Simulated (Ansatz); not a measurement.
# Computed properties of CdSiN₂

CdSiN$_{2}$:
```
CELL_PARAMETERS angstrom
      1.44697     0.83541     5.46550
     -1.44697     0.83541     5.46550
      0.00000    -1.67082     5.46550
ATOMIC_POSITIONS crystal
  Cd 0.00000 0.00000 0.00000
  Si 0.50000 0.50000 0.50000
  N  0.77374 0.77374 0.77374
  N  0.22626 0.22626 0.22626
```

Space group R-3m (No. 166); conventional cell a = 2.8939 Å, b = 2.8939 Å, c = 16.3965 Å, α = 90.00°, β = 90.00°, γ = 120.00°.

Method: PBEsol in the plane-wave PAW code Ansatz. Structure relaxed to zero pressure with the same functional. Other levels are named where they apply.

**Cell and energy**

* **Volume per atom**: 9.91 Å³
* **Density**: 7.06 g/cm³
* **Formation energy from the elements (no fitted shifts)**: -0.26 eV/atom

**Electronic structure**

- Band gap: 1.26 eV (indirect)
- Valence-band maximum: on the Γ–S0 line, 59 % of the way from Γ (k = 0.000, 0.201, -0.201 in fractions of the reciprocal vectors)
- Conduction-band minimum: at Γ
- Smallest direct gap on the standard path: 2.02 eV
- Electron effective mass: 0.14, 0.31, 0.31 mₑ (principal values)
- Hole effective mass: 0.32, 0.95, 1.6 mₑ (principal values)

**Mechanics**

- Bulk modulus (Birch–Murnaghan fit) = 217 GPa
- Pressure derivative B′ = 4.8
- Elastic constants (relaxed ions, GPa) = C11 = 445, C12 = 128, C13 = 100, C14 = -12.5, C33 = 417, C44 = 40.5
- Mechanical stability = stable (all eigenvalues of C positive)
- Hill bulk and shear moduli = 218 and 92.5 GPa
- Young's modulus = 243 GPa
- Poisson's ratio = 0.31
- Debye temperature from the elastic constants = 562 K

**Dielectric response**

Electronic dielectric constant ε∞ (DFPT): 7.71 (xx = yy), 11.5 (zz)
Static dielectric constant ε0 (ions relaxed, cell fixed): 65.7 (xx = yy), 25.6 (zz)
Born charges (a third of the trace): Cd +2.54, Si +3.96, N -3.25 e

**Phonons**

Highest zone-centre frequency (without LO–TO term): 673 cm⁻¹
Zone-centre stability: no imaginary mode at Γ

The start of the workflow was typed in or built on a structure type; neither database checked (COD, Materials Project) lists it. Whether it is the stable phase at ambient conditions was not checked. Symmetry was held in the PBEsol relaxation. The references are the lowest solids computed at this level, not always the standard phases (solids in place of the gases). Scalar-relativistic: spin–orbit coupling is off unless named, which matters more the heavier the elements.

Potentials: the earlier of the program's two PAW sets. The files were generated under PBE; for other functionals the program regenerates the frozen cores, and for LDA and PBEsol the local potential too.
